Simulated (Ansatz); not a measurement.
# Profile along the Sr–Sr line in Sr (fcc, Cu type)

Sr (fcc, Cu type), conventional cell a = b = c = 6.1002 Å, α = β = γ = 90.00°. The calculation uses the primitive cell of 1 atom, to which meshes and values per cell refer.

Fields along a shortest Sr–Sr line of a {111} plane (4.31 Å), from Sr to Sr, interpolated on the slice's grid (step about 0.3 Å). These are r2SCAN (plane waves to 500 eV, PAW, scalar-relativistic; Ansatz, a quantum-chemistry and plane-wave program) values and carry that method's errors. k mesh 13×13×13. These are valence fields of a PAW run, semicore shells included where kept as valence: close to a nucleus they are smooth pseudo fields. Sr was relaxed with its symmetry unable to fall. The PAW data are Ansatz's earlier set.

```csv
distance from Sr (Å),valence electron density (e/Å³),electron localisation function
0.00,1.23,x
0.43,2.62,x
0.86,1.05,0.83
1.29,0.13,0.19
1.72,0.05,0.10
2.15,0.04,0.33
2.59,0.05,0.10
3.02,0.13,0.19
3.45,1.05,0.83
3.88,2.62,x
4.31,1.23,x
```

x: too close to a nucleus for the ELF to mean much.

Density on the Sr–Sr line (4.31 Å) at its midpoint: 0.04 e/Å³. ELF at that point: 0.33.
